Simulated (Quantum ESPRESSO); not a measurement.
## Al7GaAs8 (one run as intended and one with a planted mistake)

Computed values, not a measurement. The program is pw.x of Quantum ESPRESSO 7.5 (plane-wave density functional theory). The cell is made up: 16 atoms on a doubled zincblende/diamond lattice, with randomly drawn elements, strain and displacements, not relaxed. PseudoDojo standard norm-conserving files (v0.5 for PBE, v0.4.1 for LDA and PBEsol) set the functional; there is no spin polarisation, spin-orbit coupling or dispersion term, and the masses in the input are unused placeholders.

Intended input:

```
&control calculation='scf', pseudo_dir='./dojo.nc.sr.pbe.v0_5.standard.upf', outdir='./o', disk_io='low', tprnfor=.true., tstress=.true. /
&system ibrav=0, nat=16, ntyp=3, nbnd=83, ecutwfc=84.00895049, nosym=.true., tot_charge=0,
 occupations='smearing', smearing='fd', degauss=0.0018374661
/
&electrons conv_thr=7.350e-09, electron_maxstep=60, /
ATOMIC_SPECIES
Al 1.0 Al.upf
As 1.0 As.upf
Ga 1.0 Ga.upf
CELL_PARAMETERS angstrom
5.6203 -0.0141 0.0715
-0.0141 5.6808 0.0499
0.1431 0.0999 11.2193
ATOMIC_POSITIONS angstrom
Al 0.0926 0.086 -0.1343
Al 0.1435 2.9083 2.7628
Al 2.8836 0.1065 2.8697
Al 2.9542 2.787 -0.0185
Ga 0.1394 0.0516 5.6538
Al 0.1733 2.9585 8.3174
Al 2.9972 0.0413 8.4571
Al 2.7831 2.9235 5.6537
As 1.32 1.2704 1.3275
As 1.4991 4.3185 4.3431
As 4.2654 1.4322 4.1556
As 4.2186 4.3216 1.5459
As 1.5632 1.435 7.0157
As 1.3263 4.4405 9.7546
As 4.3705 1.5312 9.9745
As 4.3926 4.0985 7.1157
K_POINTS automatic
4 4 2 1 1 1
```

The log is shortened where brackets say so; the opening notice, blank lines, dates and the lines on written files are dropped, and the path of the files is cut. It prints rydbergs, bohrs and kilobars, and counts compression as positive stress. Where no state is partly filled, the Fermi energy that it prints is only some level between the filled and the empty states on the mesh, and need not lie in the true gap.

Log of the intended run:

```
     Program PWSCF v.7.5
     Parallel version (MPI & OpenMP), running on       4 processor cores
     Number of MPI processes:                 4
     Threads/MPI process:                     1
     [start-up lines left out]
     bravais-lattice index     =            0
     lattice parameter (alat)  =      10.6217  a.u.
     unit-cell volume          =    2416.7068 (a.u.)^3
     number of atoms/cell      =           16
     number of atomic types    =            3
     number of electrons       =       154.00
     number of Kohn-Sham states=           83
     kinetic-energy cutoff     =      84.0090  Ry
     charge density cutoff     =     336.0358  Ry
     scf convergence threshold =      7.3E-09
     mixing beta               =       0.7000
     number of iterations used =            8  plain     mixing
     Exchange-correlation= PBE
                           (   1   4   3   4   0   0   0)
     [axes and pseudopotential details left out]
   Cartesian axes
     site n.     atom                  positions (alat units)
         1        Al     tau(   1) = (   0.0164746   0.0153004  -0.0238935  )
         2        Al     tau(   2) = (   0.0255303   0.5174200   0.4915339  )
         3        Al     tau(   3) = (   0.5130256   0.0189476   0.5105526  )
         4        Al     tau(   4) = (   0.5255861   0.4958393  -0.0032914  )
         5        Ga     tau(   5) = (   0.0248009   0.0091802   1.0058760  )
         6        Al     tau(   6) = (   0.0308321   0.5263511   1.4797610  )
         7        Al     tau(   7) = (   0.5332363   0.0073477   1.5046153  )
         8        Al     tau(   8) = (   0.4951455   0.5201242   1.0058582  )
         9        As     tau(   9) = (   0.2348432   0.2260188   0.2361775  )
        10        As     tau(  10) = (   0.2667071   0.7683108   0.7726874  )
        11        As     tau(  11) = (   0.7588637   0.2548048   0.7393290  )
        12        As     tau(  12) = (   0.7505374   0.7688623   0.2750334  )
        13        As     tau(  13) = (   0.2781112   0.2553030   1.2481736  )
        14        As     tau(  14) = (   0.2359640   0.7900160   1.7354554  )
        15        As     tau(  15) = (   0.7775622   0.2724181   1.7745781  )
        16        As     tau(  16) = (   0.7814940   0.7291702   1.2659648  )
     number of k points=    16  Fermi-Dirac smearing, width (Ry)=  0.0018
                       cart. coord. in units 2pi/alat
        k(    1) = (   0.1237595   0.1229096   0.1225749), wk =   0.1250000
        k(    2) = (   0.1269525   0.1251184  -0.1279812), wk =   0.1250000
     [further k points left out]
     Dense  grid:   251281 G-vectors     FFT dimensions: (  64,  64, 125)
     Estimated max dynamical RAM per process >     657.29 MB
     Estimated total dynamical RAM >       2.39 GB
     Initial potential from superposition of free atoms
     starting charge     153.9783, renormalised to     154.0000
     Starting wfcs are  109 randomized atomic wfcs
     total cpu time spent up to now is       12.7 secs
     per-process dynamical memory:   450.7 Mb
     Self-consistent Calculation
     iteration #  1     ecut=    84.01 Ry     beta= 0.70
     Davidson diagonalization with overlap
     ethr =  1.00E-02,  avg # of iterations =  3.9
     Threshold (ethr) on eigenvalues was too large:
     Diagonalizing with lowered threshold
     Davidson diagonalization with overlap
     ethr =  3.36E-04,  avg # of iterations =  2.6
     total cpu time spent up to now is       65.8 secs
     total energy              =   -1882.74358155 Ry
     estimated scf accuracy    <       0.54573769 Ry
     iteration #  2     ecut=    84.01 Ry     beta= 0.70
     Davidson diagonalization with overlap
     ethr =  3.54E-04,  avg # of iterations =  6.8
     total cpu time spent up to now is       92.8 secs
     total energy              =   -1882.79829731 Ry
     estimated scf accuracy    <       0.14778643 Ry
     [iterations 3 to 10 left out]
     iteration # 11     ecut=    84.01 Ry     beta= 0.70
     Davidson diagonalization with overlap
     ethr =  8.51E-11,  avg # of iterations =  3.8
     total cpu time spent up to now is      322.5 secs
     total energy              =   -1882.85180977 Ry
     estimated scf accuracy    <       0.00000003 Ry
     iteration # 12     ecut=    84.01 Ry     beta= 0.70
     Davidson diagonalization with overlap
     ethr =  1.77E-11,  avg # of iterations =  3.1
     total cpu time spent up to now is      345.0 secs
     End of self-consistent calculation
     [lines on levels left out]
     the Fermi energy is     7.8659 ev
!    total energy              =   -1882.85180977 Ry
     estimated scf accuracy    <          1.7E-09 Ry
     smearing contrib. (-TS)   =      -0.00000000 Ry
     internal energy E=F+TS    =   -1882.85180977 Ry
     The total energy is F=E-TS. E is the sum of the following terms:
     one-electron contribution =   -1182.60735584 Ry
     hartree contribution      =     661.93960923 Ry
     xc contribution           =    -437.52661840 Ry
     ewald contribution        =    -924.65744476 Ry
     convergence has been achieved in  12 iterations
     Forces acting on atoms (cartesian axes, Ry/au):
     atom    1 type  1   force =    -0.07188830   -0.04132976    0.03328267
     atom    2 type  1   force =    -0.01400624   -0.00290453    0.00180745
     atom    3 type  1   force =    -0.03257385   -0.03127521   -0.02985638
     atom    4 type  1   force =    -0.08722491    0.06650002    0.06436629
     atom    5 type  3   force =    -0.04163150    0.00068646   -0.01303975
     atom    6 type  1   force =     0.02614031   -0.07094516    0.05919747
     atom    7 type  1   force =     0.01279480   -0.00673787   -0.00022904
     atom    8 type  1   force =     0.06454449   -0.02981836   -0.00658530
     atom    9 type  2   force =     0.07861717    0.07509917    0.04914345
     atom   10 type  2   force =    -0.01710063    0.01216894   -0.05216008
     atom   11 type  2   force =     0.02914036    0.04072468    0.05936409
     atom   12 type  2   force =     0.01458263   -0.01228514   -0.03696684
     atom   13 type  2   force =    -0.00114224   -0.00404432    0.02253072
     atom   14 type  2   force =     0.08889570   -0.05140870   -0.00055804
     atom   15 type  2   force =     0.02839336   -0.02804718   -0.10114196
     atom   16 type  2   force =    -0.07754115    0.08361696   -0.04915473
     Total force =     0.327415     Total SCF correction =     0.000290
     Computing stress (Cartesian axis) and pressure
          total   stress  (Ry/bohr**3)                   (kbar)     P=       50.43
   0.00034559  -0.00008223   0.00001308           50.84      -12.10        1.92
  -0.00008223   0.00031517   0.00004807          -12.10       46.36        7.07
   0.00001308   0.00004807   0.00036766            1.92        7.07       54.08
     init_run     :     11.75s CPU     12.28s WALL (       1 calls)
     electrons    :    326.99s CPU    332.44s WALL (       1 calls)
     forces       :      4.70s CPU      4.78s WALL (       1 calls)
     stress       :     14.25s CPU     14.55s WALL (       1 calls)
     [timing details left out]
     PWSCF        :   5m58.17s CPU   6m 4.72s WALL
     JOB DONE.
```

A second run has one planted mistake: the files are those of another functional. The input lines that differ, file-writing options aside:

```
- &control calculation='scf', pseudo_dir='./dojo.nc.sr.pbe.v0_5.standard.upf', outdir='./o', disk_io='low', tprnfor=.true., tstress=.true. /
+ &control calculation='scf', pseudo_dir='./dojo.nc.sr.pbesol.v0_4_1.standard.upf', outdir='./o', disk_io='low', tprnfor=.true., tstress=.true. /
```

Its log:

```
     Program PWSCF v.7.5
     Parallel version (MPI & OpenMP), running on       4 processor cores
     Number of MPI processes:                 4
     Threads/MPI process:                     1
     [start-up lines left out]
     bravais-lattice index     =            0
     lattice parameter (alat)  =      10.6217  a.u.
     unit-cell volume          =    2416.7068 (a.u.)^3
     number of atoms/cell      =           16
     number of atomic types    =            3
     number of electrons       =       154.00
     number of Kohn-Sham states=           83
     kinetic-energy cutoff     =      84.0090  Ry
     charge density cutoff     =     336.0358  Ry
     scf convergence threshold =      7.3E-09
     mixing beta               =       0.7000
     number of iterations used =            8  plain     mixing
     Exchange-correlation= PBESOL
                           (   1   4  10   8   0   0   0)
     [axes and pseudopotential details left out]
   Cartesian axes
     site n.     atom                  positions (alat units)
         1        Al     tau(   1) = (   0.0164746   0.0153004  -0.0238935  )
         2        Al     tau(   2) = (   0.0255303   0.5174200   0.4915339  )
         3        Al     tau(   3) = (   0.5130256   0.0189476   0.5105526  )
         4        Al     tau(   4) = (   0.5255861   0.4958393  -0.0032914  )
         5        Ga     tau(   5) = (   0.0248009   0.0091802   1.0058760  )
         6        Al     tau(   6) = (   0.0308321   0.5263511   1.4797610  )
         7        Al     tau(   7) = (   0.5332363   0.0073477   1.5046153  )
         8        Al     tau(   8) = (   0.4951455   0.5201242   1.0058582  )
         9        As     tau(   9) = (   0.2348432   0.2260188   0.2361775  )
        10        As     tau(  10) = (   0.2667071   0.7683108   0.7726874  )
        11        As     tau(  11) = (   0.7588637   0.2548048   0.7393290  )
        12        As     tau(  12) = (   0.7505374   0.7688623   0.2750334  )
        13        As     tau(  13) = (   0.2781112   0.2553030   1.2481736  )
        14        As     tau(  14) = (   0.2359640   0.7900160   1.7354554  )
        15        As     tau(  15) = (   0.7775622   0.2724181   1.7745781  )
        16        As     tau(  16) = (   0.7814940   0.7291702   1.2659648  )
     number of k points=    16  Fermi-Dirac smearing, width (Ry)=  0.0018
                       cart. coord. in units 2pi/alat
        k(    1) = (   0.1237595   0.1229096   0.1225749), wk =   0.1250000
        k(    2) = (   0.1269525   0.1251184  -0.1279812), wk =   0.1250000
     [further k points left out]
     Dense  grid:   251281 G-vectors     FFT dimensions: (  64,  64, 125)
     Estimated max dynamical RAM per process >     657.29 MB
     Estimated total dynamical RAM >       2.39 GB
     Initial potential from superposition of free atoms
     starting charge     153.9794, renormalised to     154.0000
     Starting wfcs are  109 randomized atomic wfcs
     total cpu time spent up to now is       13.1 secs
     per-process dynamical memory:   450.7 Mb
     Self-consistent Calculation
     iteration #  1     ecut=    84.01 Ry     beta= 0.70
     Davidson diagonalization with overlap
     ethr =  1.00E-02,  avg # of iterations =  4.0
     Threshold (ethr) on eigenvalues was too large:
     Diagonalizing with lowered threshold
     Davidson diagonalization with overlap
     ethr =  3.24E-04,  avg # of iterations =  2.4
     total cpu time spent up to now is       69.9 secs
     total energy              =   -1880.35282882 Ry
     estimated scf accuracy    <       0.52611478 Ry
     iteration #  2     ecut=    84.01 Ry     beta= 0.70
     Davidson diagonalization with overlap
     ethr =  3.42E-04,  avg # of iterations =  7.2
     total cpu time spent up to now is       96.7 secs
     total energy              =   -1880.40271946 Ry
     estimated scf accuracy    <       0.14930166 Ry
     [iterations 3 to 10 left out]
     iteration # 11     ecut=    84.01 Ry     beta= 0.70
     Davidson diagonalization with overlap
     ethr =  1.05E-10,  avg # of iterations =  3.3
     total cpu time spent up to now is      325.9 secs
     total energy              =   -1880.45749761 Ry
     estimated scf accuracy    <       0.00000002 Ry
     iteration # 12     ecut=    84.01 Ry     beta= 0.70
     Davidson diagonalization with overlap
     ethr =  1.58E-11,  avg # of iterations =  4.0
     total cpu time spent up to now is      350.4 secs
     End of self-consistent calculation
     [lines on levels left out]
     the Fermi energy is     7.6969 ev
!    total energy              =   -1880.45749761 Ry
     estimated scf accuracy    <          2.0E-09 Ry
     smearing contrib. (-TS)   =      -0.00000000 Ry
     internal energy E=F+TS    =   -1880.45749761 Ry
     The total energy is F=E-TS. E is the sum of the following terms:
     one-electron contribution =   -1184.26006608 Ry
     hartree contribution      =     661.42259110 Ry
     xc contribution           =    -432.96257787 Ry
     ewald contribution        =    -924.65744476 Ry
     convergence has been achieved in  12 iterations
     Forces acting on atoms (cartesian axes, Ry/au):
     atom    1 type  1   force =    -0.07044881   -0.04039120    0.03258962
     atom    2 type  1   force =    -0.01407174   -0.00300406    0.00180416
     atom    3 type  1   force =    -0.03175825   -0.03077582   -0.02919051
     atom    4 type  1   force =    -0.08517760    0.06482687    0.06307619
     atom    5 type  3   force =    -0.03943824   -0.00031020   -0.01279881
     atom    6 type  1   force =     0.02563058   -0.06926613    0.05799450
     atom    7 type  1   force =     0.01221471   -0.00671515   -0.00027422
     atom    8 type  1   force =     0.06302912   -0.02915011   -0.00641058
     atom    9 type  2   force =     0.07670459    0.07310940    0.04791858
     atom   10 type  2   force =    -0.01862104    0.01433713   -0.04870316
     atom   11 type  2   force =     0.02997035    0.03859946    0.05928476
     atom   12 type  2   force =     0.01449131   -0.01175716   -0.03600218
     atom   13 type  2   force =    -0.00312513   -0.00582518    0.01998897
     atom   14 type  2   force =     0.08645865   -0.04979848   -0.00107759
     atom   15 type  2   force =     0.02817393   -0.02738589   -0.09874462
     atom   16 type  2   force =    -0.07403241    0.08350652   -0.04945511
     Total force =     0.319838     Total SCF correction =     0.000302
     Computing stress (Cartesian axis) and pressure
          total   stress  (Ry/bohr**3)                   (kbar)     P=       27.92
   0.00019284  -0.00008097   0.00001235           28.37      -11.91        1.82
  -0.00008097   0.00016203   0.00004554          -11.91       23.83        6.70
   0.00001235   0.00004554   0.00021461            1.82        6.70       31.57
     init_run     :     12.48s CPU     12.97s WALL (       1 calls)
     electrons    :    330.28s CPU    337.31s WALL (       1 calls)
     forces       :      4.61s CPU      4.71s WALL (       1 calls)
     stress       :     13.97s CPU     14.27s WALL (       1 calls)
     [timing details left out]
     PWSCF        :   6m 1.59s CPU   6m 9.67s WALL
     JOB DONE.
```

```
                                            intended run  run with the mistake
                          free energy (eV)    -25617.504            -25584.928
                    smearing term -TS (eV)        0.0000                0.0000
                            pressure (GPa)          5.04                  2.79
            largest force component (eV/Å)         2.600                 2.539
largest change of a force component (eV/Å)                               0.090
                                iterations            12                    12
```

For scale, a rerun of the intended cell at a cutoff of 1437 eV and k mesh 6 x 6 x 4 moved values by no more than 0.018 eV in energy, 0.02 GPa in stress and 0.003 eV/Å in force. Files of another functional have another zero of energy, so the energy change says nothing on stability.